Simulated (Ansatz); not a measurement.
BN (wurtzite)

```
BN
1.0
    5.08665     0.00000     0.00000
   -1.27166     2.20258     0.00000
    0.00000     0.00000     4.20685
B N
4 4
Cartesian
  1.27166   0.73419   4.20644
  3.81499   0.73419   4.20644
  0.00000   1.46839   2.10302
  2.54333   1.46839   2.10302
  1.27166   0.73419   2.63053
  3.81499   0.73419   2.63053
  0.00000   1.46839   0.52711
  2.54333   1.46839   0.52711
```

The atoms are displaced by Q × the pattern below (from a DFPT mode at M = (0.5, 0.0, 0.0), largest move 1; Q in Å), at fixed cell. (q is in reciprocal vectors of the primitive cell; the cell shown is doubled to hold the pattern.)

```json
[
 {"atom": "B1", "x": "-0.327", "y": "-0.189", "z": "-0.649"},
 {"atom": "B2", "x": "0.327", "y": "0.189", "z": "0.649"},
 {"atom": "B3", "x": "0.327", "y": "0.189", "z": "-0.649"},
 {"atom": "B4", "x": "-0.327", "y": "-0.189", "z": "0.649"},
 {"atom": "N5", "x": "-0.712", "y": "-0.411", "z": "0.569"},
 {"atom": "N6", "x": "0.712", "y": "0.411", "z": "-0.569"},
 {"atom": "N7", "x": "0.712", "y": "0.411", "z": "0.569"},
 {"atom": "N8", "x": "-0.712", "y": "-0.411", "z": "-0.569"}
]
```

Level of theory: r2SCAN (plane waves to 500 eV, PAW, scalar-relativistic; Ansatz, a quantum-chemistry and plane-wave program). k mesh 15×15×8 (Γ-centred), Fermi-Dirac smearing 0.05 eV. The energy includes the smearing's −TS. Compression counts positive. BN was relaxed with its symmetry unable to fall. The PAW data are Ansatz's earlier set. ΔE is measured from the undisplaced structure.

```json
[
 {"Q (Å)": "-0.100", "P (GPa)": "4.4", "ΔE (meV/cell)": "1168", "−dE/dQ from forces (eV/Å)": "23.694"},
 {"Q (Å)": "-0.083", "P (GPa)": "3.0", "ΔE (meV/cell)": "(withheld)", "−dE/dQ from forces (eV/Å)": "19.577"},
 {"Q (Å)": "-0.067", "P (GPa)": "1.9", "ΔE (meV/cell)": "(withheld)", "−dE/dQ from forces (eV/Å)": "15.552"},
 {"Q (Å)": "-0.050", "P (GPa)": "1.1", "ΔE (meV/cell)": "289", "−dE/dQ from forces (eV/Å)": "11.598"},
 {"Q (Å)": "-0.033", "P (GPa)": "0.5", "ΔE (meV/cell)": "(withheld)", "−dE/dQ from forces (eV/Å)": "7.700"},
 {"Q (Å)": "-0.017", "P (GPa)": "0.1", "ΔE (meV/cell)": "32", "−dE/dQ from forces (eV/Å)": "3.841"},
 {"Q (Å)": "0.000", "P (GPa)": "0.0", "ΔE (meV/cell)": "0", "−dE/dQ from forces (eV/Å)": "0.000"},
 {"Q (Å)": "0.017", "P (GPa)": "0.1", "ΔE (meV/cell)": "32", "−dE/dQ from forces (eV/Å)": "-3.841"},
 {"Q (Å)": "0.033", "P (GPa)": "0.5", "ΔE (meV/cell)": "(withheld)", "−dE/dQ from forces (eV/Å)": "-7.700"},
 {"Q (Å)": "0.050", "P (GPa)": "1.1", "ΔE (meV/cell)": "289", "−dE/dQ from forces (eV/Å)": "-11.598"},
 {"Q (Å)": "0.067", "P (GPa)": "1.9", "ΔE (meV/cell)": "(withheld)", "−dE/dQ from forces (eV/Å)": "-15.552"},
 {"Q (Å)": "0.083", "P (GPa)": "3.0", "ΔE (meV/cell)": "(withheld)", "−dE/dQ from forces (eV/Å)": "-19.577"},
 {"Q (Å)": "0.100", "P (GPa)": "4.4", "ΔE (meV/cell)": "1168", "−dE/dQ from forces (eV/Å)": "-23.694"}
]
```

Problem. Complete the blanks.

Solution. 
- -0.083, ΔE (meV/cell): 808
- -0.067, ΔE (meV/cell): 515
- -0.033, ΔE (meV/cell): 128
- 0.033, ΔE (meV/cell): 128
- 0.067, ΔE (meV/cell): 515
- 0.083, ΔE (meV/cell): 808

(A displaced cell: forces are minus the slopes of the energy, force constants its curvatures, and phonons follow from these.)
